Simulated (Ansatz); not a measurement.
The start is a relaxed BeCo cell, doubled along one cell vector, shaken by Gaussian noise of σ = 0.08 Å a coordinate. The structure is fully relaxed (lattice and positions, P = 0) with PBEsol (plane waves to 420 eV, PAW, scalar-relativistic; Ansatz, a quantum-chemistry and plane-wave program). The first steps use a coarse 7×13×13 k-mesh.

Input geometry:
```
BeCo
1.0
    5.13172     0.00000     0.00000
    0.00000     2.56586     0.00000
    0.00000     0.00000     2.56586
Be Co
2 2
Cartesian
 -0.07228  -0.10336  -0.07371
  2.56261  -0.08860   0.06046
  1.37831   1.28545   1.33313
  3.81224   1.57899   1.29011
```
Spin-polarised start, with parallel moments on Co.

| Property | Value |
|---|---|
| Initial pressure | +9.2 GPa (positive: the cell is compressed) |
| Energy released | 0.23 eV/atom |
| Relative to the parent | It returns to the parent structure, Pm-3m (No. 221) |
| Band gap at the end | no gap (metallic) |
| Moments at the end | net 0.18 μB/atom, ferromagnetic |
| Optimiser moves | 4 |

It ends as:

```cif
data_BeCo
_chemical_formula_sum 'Be1 Co1'
_space_group_name_H-M_alt 'Pm-3m'
_space_group_IT_number 221
_space_group_name_Hall '-P 4 2 3'
_cell_length_a 2.56582
_cell_length_b 2.56582
_cell_length_c 2.56582
_cell_angle_alpha 90.000
_cell_angle_beta 90.000
_cell_angle_gamma 90.000
loop_
_atom_site_label
_atom_site_type_symbol
_atom_site_symmetry_multiplicity
_atom_site_Wyckoff_symbol
_atom_site_fract_x
_atom_site_fract_y
_atom_site_fract_z
_atom_site_occupancy
Be1 Be 1 b 0.50000 0.50000 0.50000 1
Co1 Co 1 a 0.00000 0.00000 0.00000 1
```

Final values are on a 18×18×18 k-mesh of the relaxed cell. Spin state reached: ferromagnetic (net 0.18 μB/atom), from parallel starting moments; other spin orders were not run from this start.
